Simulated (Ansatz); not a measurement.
# Al₂Cu under strain: Field gradients at the nuclei

The cell is a structure deposited in the COD, relaxed with PBE at fixed cell and then changed (z compressed by 3 %, ions relaxed).

```
CELL_PARAMETERS angstrom
-3.03350 3.03350 2.36535
3.03350 -3.03350 2.36535
3.03350 3.03350 -2.36535
ATOMIC_POSITIONS crystal
Al 0.65719 0.15719 0.81438
Al 0.15719 0.34281 0.50000
Al 0.34281 0.84281 0.18562
Al 0.84281 0.65719 0.50000
Cu 0.25000 0.25000 0.00000
Cu 0.75000 0.75000 0.00000
```

Atoms are numbered from 1 in the order listed; like atoms form one site, named after its first atom.

Level of theory: DFT, PBE, plane waves and PAW, scalar-relativistic, 420 eV cutoff, Γ-centred 12×12×12 k-points, Fermi–Dirac smearing 0.05 eV (Ansatz 0.2.0).

V_zz is the principal component of the electric field gradient with the largest magnitude, η = (V_xx − V_yy)/V_zz and C_Q = eQV_zz/h. ν_Q = 3|C_Q|/[2I(2I − 1)].

²⁷Al: I = 5/2, Q = 146.6 mb; ⁶³Cu: I = 3/2, Q = -220.0 mb. Nuclear quadrupole moments: year-2017 set (Pyykkö).

Task: What field gradients does the calculation give at each kind of site?

Result: 

```json
{"site": "Al", "atoms (order as listed)": "1, 2, 3, 4", "first shell": "4 Cu at 2.58 Å, 11 Al at 2.70–3.24 Å", "C_Q (MHz)": "-2.39", "η": "0.40", "ν_Q (MHz)": "0.359"}
{"site": "Cu", "atoms (order as listed)": "5, 6", "first shell": "2 Cu at 2.37 Å, 8 Al at 2.58 Å", "C_Q (MHz)": "19.6", "η": "0.00", "ν_Q (MHz)": "9.78"}
```

An axis of threefold or higher order runs through Cu, so V_zz lies along it and η is zero.

With no gap above 0.1 eV, as in a metal, the gradients converge slowly in k; expect changes of a tenth or more on a denser mesh.

The relaxation (2 steps) took 28 s of wall time (28 s of CPU time) and 0.75 GiB at its peak, on 1 thread of Intel Xeon Platinum 8488C (Sapphire Rapids) (x86_64; 16 cores open to the job, memory cap 3.0 GiB, no GPU), a shared host with a load of 0.2 a core.
